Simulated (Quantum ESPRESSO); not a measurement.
# Zr3Pt3PdW: input and log of a self-consistent run

Simulated, not a measurement. The program is pw.x of Quantum ESPRESSO 7.5 (plane-wave density functional theory). The cell is made up: eight metal atoms on a face-centred cubic lattice, with elements, volume, strain and displacements drawn at random and not relaxed, so it may be unstable or far from any real phase. PseudoDojo standard norm-conserving files set the functional (PBE unless stated); there is no spin polarisation or spin-orbit coupling, the Fermi-Dirac width of 0.25 eV means electrons at about 2900 K, and the masses in the input are unused placeholders. Heavy elements are run without spin-orbit coupling, which real alloys of them have. A spin test at this wide smearing found no moment, but such smearing suppresses magnetism that the real alloy may have.

Input:

```
&control calculation='scf', pseudo_dir='./dojo.nc.sr.pbe.v0_5.standard.upf', outdir='./o', disk_io='minimal', tprnfor=.true., tstress=.true. /
&system ibrav=0, nat=8, ntyp=4, nbnd=79, ecutwfc=84.00895049, nosym=.true., tot_charge=0,
 occupations='smearing', smearing='fd', degauss=0.0183746611
/
&electrons conv_thr=1.470e-08, electron_maxstep=70, mixing_beta=0.5 /
ATOMIC_SPECIES
Pd 1.0 Pd.upf
Pt 1.0 Pt.upf
W 1.0 W.upf
Zr 1.0 Zr.upf
CELL_PARAMETERS angstrom
-4.3025 -0.0493 0.0081
-2.1965 -4.2837 -2.2055
-2.2128 -4.2377 6.5408
ATOMIC_POSITIONS angstrom
Zr -0.0002 0.0084 -0.0273
Pt -2.1289 -4.2261 2.2585
Pd -2.0851 -2.2509 -0.0292
Zr -4.3532 -6.3573 2.1423
Zr -4.3748 -4.2571 4.4186
Pt -4.3614 -4.3414 0.0776
Pt -4.3723 -2.0767 2.2793
W -6.4578 -6.4706 4.4198
K_POINTS automatic
6 5 3 1 1 1
```

The log is shortened where brackets say so; the opening notice, blank lines, dates and the lines on written files are dropped, and the path of the files is cut. It prints rydbergs, bohrs and kilobars, and counts compression as positive stress. Its total energy is the free energy E - TS of the whole cell.

```
     Program PWSCF v.7.5
     Parallel version (MPI & OpenMP), running on       4 processor cores
     Number of MPI processes:                 4
     Threads/MPI process:                     1
     [start-up lines left out]
     bravais-lattice index     =            0
     lattice parameter (alat)  =       8.1311  a.u.
     unit-cell volume          =    1078.4713 (a.u.)^3
     number of atoms/cell      =            8
     number of atomic types    =            4
     number of electrons       =       122.00
     number of Kohn-Sham states=           79
     kinetic-energy cutoff     =      84.0090  Ry
     charge density cutoff     =     336.0358  Ry
     scf convergence threshold =      1.5E-08
     mixing beta               =       0.5000
     number of iterations used =            8  plain     mixing
     Exchange-correlation= PBE
                           (   1   4   3   4   0   0   0)
     [axes and pseudopotential details left out]
   Cartesian axes
     site n.     atom                  positions (alat units)
         1        Zr     tau(   1) = (  -0.0000465   0.0019522  -0.0063447  )
         2        Pt     tau(   2) = (  -0.4947720  -0.9821767   0.5248920  )
         3        Pd     tau(   3) = (  -0.4845925  -0.5231257  -0.0067863  )
         4        Zr     tau(   4) = (  -1.0117156  -1.4774832   0.4978862  )
         5        Zr     tau(   5) = (  -1.0167356  -0.9893813   1.0269151  )
         6        Pt     tau(   6) = (  -1.0136214  -1.0089732   0.0180348  )
         7        Pt     tau(   7) = (  -1.0161546  -0.4826403   0.5297261  )
         8        W      tau(   8) = (  -1.5008401  -1.5038149   1.0271940  )
     number of k points=    45  Fermi-Dirac smearing, width (Ry)=  0.0184
                       cart. coord. in units 2pi/alat
        k(    1) = (  -0.0824151  -0.0751970   0.0330389), wk =   0.0444444
        k(    2) = (  -0.0849896   0.0954459  -0.2958337), wk =   0.0444444
     [further k points left out]
     Dense  grid:   112157 G-vectors     FFT dimensions: (  48,  60,  90)
     Estimated max dynamical RAM per process >     420.37 MB
     Estimated total dynamical RAM >       1.56 GB
     Initial potential from superposition of free atoms
     starting charge     121.9918, renormalised to     122.0000
     Starting wfcs are   79 randomized atomic wfcs
     total cpu time spent up to now is        7.6 secs
     per-process dynamical memory:   327.2 Mb
     Self-consistent Calculation
     iteration #  1     ecut=    84.01 Ry     beta= 0.50
     Davidson diagonalization with overlap
     ethr =  1.00E-02,  avg # of iterations =  4.6
     total cpu time spent up to now is       29.0 secs
     total energy              =   -1493.89827191 Ry
     estimated scf accuracy    <      24.17451379 Ry
     iteration #  2     ecut=    84.01 Ry     beta= 0.50
     Davidson diagonalization with overlap
     ethr =  1.00E-02,  avg # of iterations =  5.0
     total cpu time spent up to now is       54.6 secs
     total energy              =   -1503.28255255 Ry
     estimated scf accuracy    <     131.26290901 Ry
     iteration #  3     ecut=    84.01 Ry     beta= 0.50
     Davidson diagonalization with overlap
     ethr =  1.00E-02,  avg # of iterations =  4.0
     total cpu time spent up to now is       78.5 secs
     total energy              =   -1510.48341863 Ry
     estimated scf accuracy    <      11.06077207 Ry
     iteration #  4     ecut=    84.01 Ry     beta= 0.50
     Davidson diagonalization with overlap
     ethr =  9.07E-03,  avg # of iterations =  1.5
     total cpu time spent up to now is       95.1 secs
     total energy              =   -1510.57897854 Ry
     estimated scf accuracy    <       9.67614686 Ry
     iteration #  5     ecut=    84.01 Ry     beta= 0.50
     Davidson diagonalization with overlap
     ethr =  7.93E-03,  avg # of iterations =  1.0
     total cpu time spent up to now is      111.2 secs
     total energy              =   -1510.47085073 Ry
     estimated scf accuracy    <       4.56308949 Ry
     [iterations 6 to 15 left out]
     iteration # 16     ecut=    84.01 Ry     beta= 0.50
     Davidson diagonalization with overlap
     ethr =  5.71E-09,  avg # of iterations =  2.5
     total cpu time spent up to now is      304.5 secs
     total energy              =   -1510.14487369 Ry
     estimated scf accuracy    <       0.00000204 Ry
     iteration # 17     ecut=    84.01 Ry     beta= 0.50
     Davidson diagonalization with overlap
     ethr =  1.67E-09,  avg # of iterations =  1.9
     total cpu time spent up to now is      321.1 secs
     total energy              =   -1510.14487385 Ry
     estimated scf accuracy    <       0.00000068 Ry
     iteration # 18     ecut=    84.01 Ry     beta= 0.50
     Davidson diagonalization with overlap
     ethr =  5.56E-10,  avg # of iterations =  2.1
     total cpu time spent up to now is      337.7 secs
     total energy              =   -1510.14487390 Ry
     estimated scf accuracy    <       0.00000044 Ry
     iteration # 19     ecut=    84.01 Ry     beta= 0.50
     Davidson diagonalization with overlap
     ethr =  3.57E-10,  avg # of iterations =  1.2
     total cpu time spent up to now is      353.4 secs
     total energy              =   -1510.14487394 Ry
     estimated scf accuracy    <       0.00000003 Ry
     iteration # 20     ecut=    84.01 Ry     beta= 0.50
     Davidson diagonalization with overlap
     ethr =  2.63E-11,  avg # of iterations =  2.6
     total cpu time spent up to now is      371.1 secs
     End of self-consistent calculation
     [lines on levels left out]
!    total energy              =   -1510.14487393 Ry
     estimated scf accuracy    <       0.00000001 Ry
     smearing contrib. (-TS)   =      -0.12379500 Ry
     internal energy E=F+TS    =   -1510.02107893 Ry
     The total energy is F=E-TS. E is the sum of the following terms:
     one-electron contribution =    -474.60520711 Ry
     hartree contribution      =     293.79674069 Ry
     xc contribution           =    -277.57657505 Ry
     ewald contribution        =   -1051.63603745 Ry
     convergence has been achieved in  20 iterations
     Forces acting on atoms (cartesian axes, Ry/au):
     atom    1 type  4   force =     0.00732616   -0.02531179    0.12376471
     atom    2 type  2   force =    -0.00240088   -0.01433974    0.01310444
     atom    3 type  1   force =    -0.00349768    0.00621060   -0.00488433
     atom    4 type  4   force =    -0.00804324    0.05808549   -0.06906935
     atom    5 type  4   force =     0.01662451   -0.03750341   -0.04913936
     atom    6 type  2   force =    -0.00002003    0.02165340   -0.02396736
     atom    7 type  2   force =     0.00599373   -0.01296812    0.00805914
     atom    8 type  3   force =    -0.01598258    0.00417357    0.00213211
     Total force =     0.174259     Total SCF correction =     0.000595
     Computing stress (Cartesian axis) and pressure
          total   stress  (Ry/bohr**3)                   (kbar)     P=     -130.21
  -0.00095043  -0.00010636   0.00000033         -139.81      -15.65        0.05
  -0.00010636  -0.00086442   0.00000022          -15.65     -127.16        0.03
   0.00000033   0.00000022  -0.00084067            0.05        0.03     -123.67
     init_run     :      7.18s CPU      7.47s WALL (       1 calls)
     electrons    :    354.72s CPU    363.55s WALL (       1 calls)
     forces       :      2.74s CPU      2.77s WALL (       1 calls)
     stress       :      9.69s CPU      9.91s WALL (       1 calls)
     [timing details left out]
     PWSCF        :   6m14.45s CPU   6m23.92s WALL
     JOB DONE.
```

In other units: free energy -20546.568 eV for the cell, pressure -13.02 GPa, largest force component 3.182 eV/Å in size. The run took 386 s of wall time with four MPI processes on a shared machine (Intel Xeon, older, virtual cores), so the time is rough. A rerun of this cell at a higher cutoff and on a denser mesh moved values by no more than 0.004 eV in energy, 0.02 GPa in stress and 0.003 eV/Å in force, and a second program with other atomic files agreed on that cell to 2 % rms in force and 0.5 GPa in pressure.